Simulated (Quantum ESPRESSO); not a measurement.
## Band energies of NaH

```
CELL_PARAMETERS angstrom
      0.00000     2.38642     2.38642
      2.38642     0.00000     2.38642
      2.38642     2.38642     0.00000
ATOMIC_POSITIONS crystal
  H  0.50000 0.50000 0.50000
  Na 0.00000 0.00000 0.00000
```

norm-conserving PBEsol (Quantum ESPRESSO, 88 Ry, scalar-relativistic); path ΓXWKΓLUWLK,UX; energies in eV from the valence-band maximum.

```
k (1/Å)  point  band 1  band 2  band 3  band 4  band 5  band 6  band 7  band 8
-------  -----  ------  ------  ------  ------  ------  ------  ------  ------
0.00         Γ  -49.94  -22.00  -22.00  -22.00   -3.82   10.75   15.72   15.72
0.33            -49.94  -22.01  -22.00  -22.00   -3.45    9.68   13.57   13.72
0.66            -49.93  -22.05  -22.02  -22.02   -2.43    7.58   11.56   12.04
1.10            -49.93  -22.09  -22.03  -22.03   -0.61    4.99   10.12   10.87
1.32         X  -49.93  -22.09  -22.03  -22.03   -0.19    4.48    9.93   10.73
1.43            -49.93  -22.09  -22.04  -22.03   -0.18    4.52    9.30   10.36
1.76            -49.93  -22.08  -22.05  -22.04   -0.05    5.11    7.02    8.80
1.97         W  -49.93  -22.06  -22.06  -22.04    0.00    5.90    5.90    8.45
2.21            -49.93  -22.07  -22.06  -22.03   -0.07    5.36    6.29    9.35
2.44         K  -49.93  -22.08  -22.06  -22.03   -0.12    5.19    6.28   11.33
2.54            -49.93  -22.07  -22.07  -22.02   -0.20    5.52    5.80   11.62
2.84            -49.93  -22.08  -22.05  -22.01   -1.01    5.66    6.95   12.81
3.24            -49.94  -22.05  -22.02  -22.00   -2.65    7.71    9.82   14.27
3.54            -49.94  -22.01  -22.00  -22.00   -3.52    9.76   12.73   14.48
3.84         Γ  -49.94  -22.00  -22.00  -22.00   -3.82   10.75   15.72   15.72
4.25            -49.94  -22.03  -22.00  -22.00   -3.24    8.75   12.24   14.52
4.56            -49.93  -22.07  -22.01  -22.01   -2.15    5.86   11.25   13.82
4.98         L  -49.93  -22.11  -22.01  -22.01   -0.92    3.63   10.88   13.49
5.28            -49.93  -22.10  -22.02  -22.01   -0.74    3.97    9.01   12.72
5.58            -49.93  -22.08  -22.05  -22.02   -0.32    4.91    6.68   11.74
5.78         U  -49.93  -22.08  -22.06  -22.03   -0.12    5.19    6.28   11.33
6.02            -49.93  -22.07  -22.06  -22.03   -0.07    5.36    6.29    9.35
6.25         W  -49.93  -22.06  -22.06  -22.04    0.00    5.90    5.90    8.45
6.34            -49.93  -22.07  -22.06  -22.03   -0.03    5.77    5.99    8.63
6.62            -49.93  -22.08  -22.05  -22.02   -0.38    4.75    7.15   10.37
6.99            -49.93  -22.10  -22.02  -22.01   -0.85    3.76    9.97   13.04
7.18         L  -49.93  -22.11  -22.01  -22.01   -0.92    3.63   10.88   13.49
7.27            -49.93  -22.11  -22.01  -22.01   -0.90    3.66   10.62   13.39
7.54            -49.93  -22.10  -22.03  -22.02   -0.67    4.11    8.54   12.52
7.90            -49.93  -22.08  -22.06  -22.02   -0.18    5.23    6.19   11.49
7.99         K  -49.93  -22.08  -22.06  -22.03   -0.12    5.19    6.28   11.33
7.99         U  -49.93  -22.08  -22.06  -22.03   -0.12    5.19    6.28   11.33
8.08            -49.93  -22.08  -22.05  -22.03   -0.11    4.93    6.91   11.11
8.45         X  -49.93  -22.09  -22.03  -22.03   -0.19    4.48    9.93   10.73
```

The PBEsol gap is indirect, 3.63 eV, from W to L; the smallest direct gap is 4.55 eV.

Geometry of the Materials Project entry, not relaxed at this level.
